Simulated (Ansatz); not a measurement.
Relaxed-ion elastic tensor of Mo (bcc (W type), space group No. 229) in GPa (Voigt order), PBEsol (plane waves, PAW; program Ansatz); density 10.40 g/cm³, 15.32 Å³ per atom.

```
496  173  173  0.0  0.0  0.0
173  496  173  0.0  0.0  0.0
173  173  496  0.0  0.0  0.0
0.0  0.0  0.0  107  0.0  0.0
0.0  0.0  0.0  0.0  107  0.0
0.0  0.0  0.0  0.0  0.0  107
```

Is the crystal mechanically stable?

Yes: the smallest eigenvalue of C is 107 GPa.

Work out the Voigt, Reuss and Hill averages.

K_V = 280, K_R = 280, K_H = 280; G_V = 129, G_R = 124, G_H = 127 GPa.

Give Young's modulus, Poisson's ratio, Pugh's ratio and the universal anisotropy index.

E = 9KG/(3K + G) = 330 GPa; ν = 0.30; K/G = 2.21 (ductile by the Pugh limit of 1.75); A_U = 5G_V/G_R + K_V/K_R − 6 = 0.20.

Estimate the sound speeds and the Debye temperature.

v_l = √((K + 4G/3)/ρ) = 6570 m/s, v_t = √(G/ρ) = 3490 m/s, mean 3900 m/s; Θ = (h/k)(3n/4πV)^(1/3) v_m = 467 K.

Give the Zener ratio and Young's modulus along [100], [110] and [111].

A = 2C44/(C11 − C12) = 0.67; 1/E = S11 − 2(S11 − S12 − S44/2)Γ with Γ = 0, 1/4, 1/3 gives 407, 309, 286 GPa.

Solve the Christoffel equation for the three sound speeds along [100], [110], [111].

Eigenvalues of C_ijkl n_j n_l equal ρv². In km/s, slowest first: [100] 3.21, 3.21, 6.90; [110] 3.21, 3.94, 6.52; [111] 3.72, 3.72, 6.38.

Space group Im-3m (bcc (W type)). The PBEsol relaxation kept the symmetry of its start. No spin polarisation was allowed. As this level gives no gap, shear constants depend on the k-mesh and smearing (Fermi–Dirac, 0.1 eV here).

Potentials: the earlier of the program's two PAW sets.
